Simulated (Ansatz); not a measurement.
**Mg$_{3}$CdO$_{4}$: ab initio molecular dynamics**

The calculation used DFT PBEsol, scalar-relativistic, plane waves, PAW in Ansatz. Cutoff 420 eV, shifted (0.5, 0.5, 0.5 steps) 2×2×2 k-points, Fermi–Dirac smearing of 0.22 eV. The mesh is coarse. No spin polarisation.

16 atoms, starting at 1.10 times the perfect crystal's volume (space group Pm-3m, the cell as given, not relaxed at this level); Langevin thermostat at 2600 K (friction 0.05 fs⁻¹), fixed cell; 42 steps of 4 fs. The run is short and not equilibrated. The time step is on the long side.

First frame:

```xyz
16
Lattice="-4.5902 4.5902 0.0000 0.0000 4.5902 -4.5902 -4.5902 0.0000 -4.5902" Properties=species:S:1:pos:R:3 pbc="T T T"
Mg    0.0000    2.2951   -2.2951
Mg   -4.5902    2.2951   -2.2951
Mg   -2.2951    4.5902   -2.2951
Mg   -2.2951    0.0000   -2.2951
Mg   -2.2951    2.2951    0.0000
Mg   -2.2951    2.2951   -4.5902
Cd   -4.5902    4.5902   -4.5902
Cd    0.0000    0.0000    0.0000
O    -2.2951    4.5902   -4.5902
O    -6.8853    4.5902   -4.5902
O    -6.8853    6.8853   -6.8853
O    -2.2951    2.2951   -2.2951
O    -4.5902    4.5902   -2.2951
O    -4.5902    4.5902   -6.8853
O    -4.5902    6.8853   -4.5902
O    -4.5902    2.2951   -4.5902
```

* Mean temperature over the second half: 2589 K
* Mean pressure over the second half (kinetic part included): 0.9 GPa
* Mean potential energy above the perfect crystal (as given, at volume ratio 1; besides heat the difference comes from the volume, 10 % larger, and the crystal's own pressure of -5.3 GPa; its own run had another smearing, without effect beside its gap): 330 meV/atom
* Mean-square drift of Cd from first to last step (mean shift of all atoms removed): 0.11 Å²
* Mean-square drift of Mg from first to last step (mean shift of all atoms removed): 0.18 Å²
* Mean-square drift of O from first to last step (mean shift of all atoms removed): 0.16 Å²

Pair distribution functions g(r), second half of the run, up to half the cell's height:

```tsv
r (Å)	Cd-Mg	Cd-O	Mg-O	O-O
1.65	0.0	0.0	0.0	0.0
1.75	0.0	0.0	0.7	0.0
1.85	0.0	0.0	2.2	0.0
1.95	0.0	0.2	3.3	0.0
2.05	0.0	2.4	3.2	0.0
2.15	0.0	3.5	2.8	0.0
2.25	0.0	3.8	2.6	0.0
2.35	0.0	5.8	1.7	0.0
2.45	0.0	3.3	1.2	0.0
2.55	0.3	1.3	1.3	0.2
```

Along the run (potential energy from its first value; pressure with the kinetic part):

| t (fs) | T (K) | ΔE_pot (meV/atom) | P (GPa) |
| --- | --- | --- | --- |
| 0.0 | 2438 | 0.0 | -12.4 |
| 4.0 | 2088 | 10.1 | -12.3 |
| 8.0 | 1827 | 35.3 | -11.5 |
| 12.0 | 1308 | 66.3 | -11.1 |
| 16.0 | 1576 | 100.2 | -9.9 |
| 20.0 | 1820 | 128.1 | -8.7 |
| 24.0 | 1589 | 141.6 | -8.0 |
| 28.0 | 1472 | 145.3 | -7.3 |
| 32.0 | 1899 | 141.2 | -6.5 |
| 36.0 | 1617 | 138.2 | -6.7 |
| 40.0 | 2231 | 138.7 | -5.8 |
| 44.0 | 2708 | 153.2 | -4.7 |
| 48.0 | 2433 | 170.7 | -4.6 |
| 52.0 | 2349 | 182.6 | -4.6 |
| 56.0 | 1844 | 190.0 | -5.0 |
| 60.0 | 1987 | 203.1 | -4.3 |
| 64.0 | 1273 | 217.1 | -4.4 |
| 68.0 | 1748 | 211.9 | -3.8 |
| 72.0 | 2906 | 202.6 | -2.4 |
| 76.0 | 2777 | 203.0 | -2.1 |
| 80.0 | 1859 | 218.5 | -2.6 |
| 84.0 | 2459 | 243.7 | -1.3 |
| 88.0 | 2394 | 274.3 | -0.6 |
| 92.0 | 2251 | 298.0 | 0.0 |
| 96.0 | 1738 | 314.0 | 0.7 |
| 100.0 | 1582 | 320.8 | 2.0 |
| 104.0 | 1889 | 315.9 | 3.3 |
| 108.0 | 3104 | 292.8 | 4.6 |
| 112.0 | 2977 | 246.5 | 3.1 |
| 116.0 | 3038 | 219.4 | 2.1 |
| 120.0 | 2485 | 222.0 | 1.3 |
| 124.0 | 2841 | 221.3 | 1.2 |
| 128.0 | 2440 | 214.7 | 0.1 |
| 132.0 | 2560 | 218.0 | 0.1 |
| 136.0 | 2130 | 228.0 | -0.2 |
| 140.0 | 2946 | 237.5 | 1.1 |
| 144.0 | 3364 | 257.2 | 2.5 |
| 148.0 | 3284 | 282.2 | 3.3 |
| 152.0 | 2698 | 286.3 | 2.3 |
| 156.0 | 2398 | 269.8 | 0.6 |
| 160.0 | 2798 | 253.9 | -0.5 |
| 164.0 | 2884 | 226.5 | -2.2 |
| 168.0 | 2695 | 204.3 | -3.7 |